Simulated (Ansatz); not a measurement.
Au (fcc, Cu type)

```cif
data_Au4
_chemical_formula_sum 'Au4'
_space_group_name_H-M_alt 'Fm-3m'
_space_group_IT_number 225
_space_group_name_Hall '-F 4 2 3'
_cell_length_a 4.12402
_cell_length_b 4.12402
_cell_length_c 4.12402
_cell_angle_alpha 90.000
_cell_angle_beta 90.000
_cell_angle_gamma 90.000
loop_
_atom_site_label
_atom_site_type_symbol
_atom_site_symmetry_multiplicity
_atom_site_Wyckoff_symbol
_atom_site_fract_x
_atom_site_fract_y
_atom_site_fract_z
_atom_site_occupancy
Au1 Au 4 a 0.00000 0.00000 0.00000 1
```
(The calculation used a cell of 1 atom; values per cell refer to that cell.)

Two coordinates are scanned: the volume, and the ratio of the stretch along z (the conventional c axis) to the stretch across it. Atoms keep their fractional coordinates.

Calculation: r2SCAN (plane waves to 500 eV, PAW, scalar-relativistic; Ansatz, a first-principles code). k mesh 19×19×19 (Γ-centred), Fermi-Dirac smearing 0.05 eV. Compression counts positive. With partly filled bands, the response to shear is sensitive to the k mesh, so small differences along c/a are uncertain. Au was relaxed with its symmetry unable to fall. Spin-orbit coupling is left out, though Au is heavy. The PAW data are Ansatz's earlier set. 

```json
[
 {"σzz (GPa)": "(c/a)/(c/a)₀ = 0.880", "V/V₀ = 0.920": "18.3", "V/V₀ = 0.960": "?", "V/V₀ = 1.000": "1.3", "V/V₀ = 1.040": "-4.3", "V/V₀ = 1.080": "?"},
 {"σzz (GPa)": "(c/a)/(c/a)₀ = 0.940", "V/V₀ = 0.920": "17.2", "V/V₀ = 0.960": "7.6", "V/V₀ = 1.000": "0.3", "V/V₀ = 1.040": "-5.3", "V/V₀ = 1.080": "?"},
 {"σzz (GPa)": "(c/a)/(c/a)₀ = 1.000", "V/V₀ = 0.920": "16.2", "V/V₀ = 0.960": "7.0", "V/V₀ = 1.000": "0.0", "V/V₀ = 1.040": "-5.3", "V/V₀ = 1.080": "?"},
 {"σzz (GPa)": "(c/a)/(c/a)₀ = 1.060", "V/V₀ = 0.920": "14.6", "V/V₀ = 0.960": "5.8", "V/V₀ = 1.000": "-0.9", "V/V₀ = 1.040": "-6.0", "V/V₀ = 1.080": "-9.7"},
 {"σzz (GPa)": "(c/a)/(c/a)₀ = 1.120", "V/V₀ = 0.920": "12.7", "V/V₀ = 0.960": "4.4", "V/V₀ = 1.000": "-2.0", "V/V₀ = 1.040": "-6.8", "V/V₀ = 1.080": "-10.3"}
]
```

Problem. Complete the blanks.

Solution. 
- (c/a)/(c/a)₀ = 0.880, V/V₀ = 0.960: 8.6
- (c/a)/(c/a)₀ = 0.880, V/V₀ = 1.080: -8.6
- (c/a)/(c/a)₀ = 0.940, V/V₀ = 1.080: -9.4
- (c/a)/(c/a)₀ = 1.000, V/V₀ = 1.080: -9.3

(Under strain, the slope of the energy per volume gives the stress and its curvature an elastic modulus.)
